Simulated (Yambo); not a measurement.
```
Rh2O3
1.0
    2.57161     1.48472     4.62916
   -2.57161     1.48472     4.62916
    0.00000    -2.96944     4.62916
O Rh
6 4
Direct
  0.04986   0.45014   0.75000
  0.95014   0.54986   0.25000
  0.75000   0.04986   0.45014
  0.25000   0.95014   0.54986
  0.45014   0.75000   0.04986
  0.54986   0.25000   0.95014
  0.84919   0.84919   0.84919
  0.15081   0.15081   0.15081
  0.65081   0.65081   0.65081
  0.34919   0.34919   0.34919
```

Rh₂O₃ (corundum, space group R-3c, No. 167): mean Im ε in 1 eV windows above the direct gap of 1.31 eV, for different electron-hole kernels (Yambo, broadening 0.15 eV, norm-conserving LDA (Quantum ESPRESSO, 88 Ry, without SOC) bands; 4×4×4 mesh, 15 valence and 9 conduction bands, static screening with 90 bands and a 3 Ry block, scissor 0.51 eV, Tamm-Dancoff; field along x).

| window (eV) | independent quasiparticles | BSE |
|---|---|---|
| 1.3 to 2.3 | 15 | 17 |
| 2.3 to 3.3 | 19 | 19 |
| 3.3 to 4.3 | 12 | 9.1 |
| 4.3 to 5.3 | 4.1 | 3.7 |

This run doesn't resolve bound excitons or single peaks, so only averages are given, and they too depend on the mesh; weight that the attraction moves below the gap isn't listed. All transitions below 5.48 eV are in the band window. The scissor comes from a G0W0 run whose convergence isn't established.

Spin-orbit splittings are left out.

Geometry of the Materials Project entry, not relaxed at this level.
